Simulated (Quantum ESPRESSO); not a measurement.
SiMgGa2N4, a curve over one atom's position

Computed values, not a measurement. The program is pw.x of Quantum ESPRESSO 7.5 (plane-wave density functional theory). The cell is made up: 8 atoms on a wurtzite lattice, with randomly drawn elements, strain and displacements, not relaxed. PseudoDojo standard norm-conserving files (v0.5 for PBE, v0.4.1 for LDA and PBEsol) set the functional; there is no spin polarisation, spin-orbit coupling or dispersion term, and the masses in the input are unused placeholders.

Seven runs move atom 5 (N, counted in the order of the input) along z and keep all else fixed.

Input of the run at +0.0120:

```
&control calculation='scf', pseudo_dir='./dojo.nc.sr.pbe.v0_5.standard.upf', outdir='./o', disk_io='medium', tprnfor=.true., tstress=.true. /
&system ibrav=0, nat=8, ntyp=4, nbnd=36, ecutwfc=84.00895049, nosym=.true., tot_charge=0,
 occupations='smearing', smearing='fd', degauss=0.0018374661
/
&electrons conv_thr=7.350e-09, electron_maxstep=60, /
ATOMIC_SPECIES
Ga 1.0 Ga.upf
Mg 1.0 Mg.upf
N 1.0 N.upf
Si 1.0 Si.upf
CELL_PARAMETERS angstrom
3.2414 0.0001 0.0195
0.0003 5.4714 -0.0073
0.0319 -0.0069 5.2656
ATOMIC_POSITIONS angstrom
Si 0.0377 0.0167 0.0143
Mg 1.6351 2.7254 -0.0
Ga 1.6331 0.9082 2.6619
Ga -0.0034 3.6701 2.6583
N -0.0263 0.0259 1.9879
N 1.6361 2.7255 1.9372
N 1.636 0.9109 4.5748
N 0.0308 3.5998 4.5738
K_POINTS automatic
5 4 4 1 1 1
```

| shift of atom 5 along z (Å) | free energy less that of the input shown (eV) | Fx on atom 5 (eV/Å) | Fy on atom 5 (eV/Å) | Fz on atom 5 (eV/Å) | pressure (GPa) | iterations |
| --- | --- | --- | --- | --- | --- | --- |
| -0.1189 | -0.2771 | 0.534 | 0.174 | -1.209 | -4.07 | 13 |
| -0.0461 | -0.1496 | 0.626 | 0.158 | -2.245 | -3.81 | 13 |
| +0.0120 | 0.0000 | 0.695 | 0.151 | -2.880 | -3.37 | 13 |
| +0.0650 | 0.1653 | 0.756 | 0.150 | -3.342 | -2.83 | 13 |
| +0.1157 | 0.3440 | 0.811 | 0.152 | -3.696 | -2.23 | 13 |
| +0.1373 | 0.4252 | 0.834 | 0.154 | -3.824 | -1.95 | 13 |

Question: one run is left out of the table, at -0.1054. Estimate its Fz on atom 5 (eV/Å).

Answer: -1.425. The whole row:

```
shift of atom 5 along z (Å)  free energy less that of the input shown (eV)  Fx on atom 5 (eV/Å)  Fy on atom 5 (eV/Å)  Fz on atom 5 (eV/Å)  pressure (GPa)  iterations
                    -0.1054                                        -0.2593                0.551                0.171               -1.425           -4.05          13
```

A cubic fit gives dFz/dz = -10.19 eV/Å² at zero shift. Across the table the free energy follows the integral of the force to within 0.2 meV. A rerun of one of the cells at 1437 eV and a 7 x 6 x 6 mesh moved values by no more than 0.005 eV in energy, 0.07 GPa in stress and 0.013 eV/Å in force.